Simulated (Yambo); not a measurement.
```
AgCl
1.0
    0.00000     2.64209     2.64209
    2.64209     0.00000     2.64209
    2.64209     2.64209     0.00000
Cl Ag
1 1
Direct
  0.50000   0.50000   0.50000
  0.00000   0.00000   0.00000
```

Response from Yambo on PBEsol (Quantum ESPRESSO, PseudoDojo norm-conserving, 82 Ry, without SOC) bands: 14×14×14 mesh, 36 bands, 4 Ry local-field block, 0.2 eV broadening.

Task: Give the static electronic dielectric constant without and with local fields.

Result: 
```json
[
 {"field along": "x", "ε(0), independent particles": "6.11", "ε(0), RPA with local fields": "5.73", "refractive index √ε": "2.39"}
]
```
Electronic (clamped-ion) response only. PBEsol gaps are usually too small, which raises these values. Convergence of the RPA response with its 14×14×14 mesh was not tested.

Geometry strained from the cell relaxed with PBEsol, atoms relaxed again.
